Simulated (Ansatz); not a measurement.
SrO:
```xyz
4
Lattice="3.4777 0.0000 0.0000 -1.7388 3.0118 0.0000 0.0000 0.0000 6.0860" Properties=species:S:1:pos:R:3 pbc="T T T"
Sr     0.0000     2.0078     1.5215
Sr     1.7388     1.0039     4.5645
O      0.0000     0.0000     0.0000
O      0.0000     0.0000     3.0430
```

Relaxed with LDA. Special points in fractions of this cell's reciprocal vectors: Γ (0.000, 0.000, 0.000); M (0.500, 0.000, 0.000); K (0.333, 0.333, 0.000); A (0.000, 0.000, 0.500); L (0.500, 0.000, 0.500); H (0.333, 0.333, 0.500).

List the band energies nearest the valence-band maximum at these points for LDA (plane waves, PAW; program Ansatz).

In eV from the valence-band maximum; about four levels below and three above (degenerate sets whole), none deeper than 8.9 eV; points with the same levels are listed once.

```
k                          below                above
-  -----------------------------  -------------------
Γ   -1.13 -1.13 -0.89 -0.89 0.00       3.24 5.02 5.10
M        -1.56 -1.35 -0.53 -0.25       2.94 5.83 6.11
K  -1.54 -1.54 -1.46 -1.46 -0.67       4.68 4.68 7.78
A        -1.04 -1.04 -1.04 -1.04  4.80 4.80 6.12 6.12
L        -1.37 -1.37 -1.07 -1.07  4.30 4.30 6.93 6.93
H        -1.20 -1.20 -0.63 -0.63  5.06 5.06 6.87 6.87
```

Space group P6_3/mmc (NiAs type). The first step of the workflow began from a Materials Project structure, measured or hypothetical; the Crystallography Open Database copy checked does not list it. It is not the phase usual at ambient conditions (space group No. 225). The LDA relaxation kept the symmetry of its start; whether a distortion lowers the energy is not shown. Spin–orbit coupling is left out wherever it is not named.

Potentials: the later of the program's two PAW sets.
